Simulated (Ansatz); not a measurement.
Computed with Ansatz, DFT PBE, scalar-relativistic, plane waves, PAW. All cells share a 420 eV cutoff and Γ-centred k meshes spaced at most about 0.3 Å⁻¹ (2π included). No spin polarisation in the final relaxations.

Temperature and zero-point effects are left out. All come from trial cells, and lower structures may exist.

Question: Which of these relaxed structures of BaHfH₆ is the lowest in energy?
1.

```xyz
8
Lattice="3.6258 2.0934 2.4617 -3.6258 2.0934 2.4617 0.0000 -4.1868 2.4617" Properties=species:S:1:pos:R:3 pbc="T T T"
Ba    0.0000    0.0000    3.6926
Hf    0.0000    0.0000    0.0000
H     2.3468   -1.3549    3.6399
H    -2.3468   -1.3549    3.6399
H     0.0000   -2.7098    3.7453
H     2.3468    1.3549    3.7453
H    -2.3468    1.3549    3.7453
H     0.0000    2.7098    3.6399
```

2.

```xyz
8
Lattice="3.3873 0.0000 0.0000 0.0000 3.6158 3.9633 0.0000 -3.6158 3.9633" Properties=species:S:1:pos:R:3 pbc="T T T"
Ba    1.6937    0.0000    4.3886
Hf    0.0000    0.0000    7.9063
H     1.6937    2.5694    3.2679
H     1.6937   -2.5694    3.2679
H     1.6937    0.0000    1.2452
H     0.0000    1.8989    4.7750
H     0.0000   -1.8989    4.7750
H     0.0000    0.0000    6.0444
```

Answer: 2. It has space group Amm2 (No. 38); the next, 1, with space group R-3m (No. 166), lies 233 meV/atom higher. Counting H atoms around Ba and Hf (those within 1.25 times the shortest such distance or 1.15 times the sum of covalent radii; a plus sign parts nearer from farther groups), the lowest has Ba 8, Hf 3+6 and the next has Ba 12, Hf 6.

These runs have no spin–orbit coupling, which can matter for Hf. With hydrogen, zero-point motion can shift such differences by 10 meV/atom or more. Cells relaxed within their symmetry can be saddle points. The Amm2 cell of BaHfH6 came from shaking the R-3m one. Some structure types and database cells were kept out of the candidates from the start, so a known form may be missing.
